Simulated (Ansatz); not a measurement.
Notes on a calculation: GdO (zincblende structure)

**What was measured.** A cell as deposited of cubic GdO (space group F-43m), temperature not stated, from the Crystallography Open Database (1974), has a = 5.400 Å and 19.68 Å³/atom.

Level of theory: DFT, HSE06, scalar-relativistic, collinear spin; plane waves to 420 eV with PAW datasets (Ansatz 0.2.0), 8×8×8 k-mesh, Gaussian smearing of 0.05 eV; PAW files: Ansatz's generated set soft_2.

The start was a prototype's sites filled with these elements; the Crystallography Open Database holds the compound in this structure.

The start, 1 % over the database's volume:

```
Gd O
1.0
     0.00000    2.70897    2.70897
     2.70897    0.00000    2.70897
     2.70897    2.70897    0.00000
Gd O
1 1
Direct
  0.00000 0.00000 0.00000
  0.25000 0.25000 0.25000
```

Moments typed, the run going on from the state of an earlier one (μB, in the order of the atoms): 7.0, 0.0.

The runs in order:

```
run  level  k-mesh        kind  V (Å³/atom)  P (GPa)  E − E(final) (meV/atom)  gap on the mesh (eV)  largest moment (μB)
  1  PBE+U   6×6×6  fixed cell        19.88     -1.1                        –                 metal                 7.02
  2  PBE+U   6×6×6  fixed cell        19.74     -0.4                        –                 metal                 7.02
  3  HSE06   8×8×8  fixed cell        19.74     -2.5                      3.7                 metal                 7.03
  4  HSE06   8×8×8  fixed cell        19.41     -0.8                      0.3                 metal                 7.03
  5  HSE06   8×8×8  fixed cell        19.27      0.0                      0.0                 metal                 7.03
```

The volume is at zero pressure for this level.

The final structure (symmetry read at 0.01 Å). Symmetry: F-43m, No. 216, cubic system. Conventional cell: a = 5.362 Å, b = 5.362 Å, c = 5.362 Å, α = 90.00°, β = 90.00°, γ = 90.00°. Gd (site symmetry -43m) has 4 O at 2.32 Å as nearest neighbours. O (site symmetry -43m) has 4 Gd at 2.32 Å as nearest neighbours. (Neighbours are counted to 15 % beyond the shortest distance.)

| atom | site | symmetry | x | y | z |
| --- | --- | --- | --- | --- | --- |
| Gd | 4a | -43m | 0.0000 | 0.0000 | 0.0000 |
| O | 4d | -43m | 0.2500 | 0.2500 | 0.7500 |

The PBE+U rows use U_eff = 6 eV on Gd 4f.

At the final geometry the gap, band path included, is zero (metallic) and the site spin moments are Gd 7.03 μB. The equation of state gives B0 = 109 GPa. The runs in the table took roughly 10 core-minutes.

**Against experiment.** HSE06 gives 5.362 Å and 19.27 Å³/atom, −2.1 % in volume (−0.7 % in length) from the database's cell. The static lattice lacks zero-point motion and thermal expansion, roughly 0.6 to 1.5 % in volume at 300 K (room temperature assumed) by Grüneisen's rule, γ·3k_BT/(B0·V0) with γ of 1 to 2.5; that is too little for this miss.

Scalar-relativistic only: spin–orbit splittings of the heavy atoms' levels are missing. The run wasn't fully tested for a lower electronic state. Pressures of hybrids are less tightly converged. For a metal under a hybrid functional this mesh is coarse. Site moments are of spin, integrated over atomic spheres. Only parallel moments were tried, so the real magnetic order may be another.
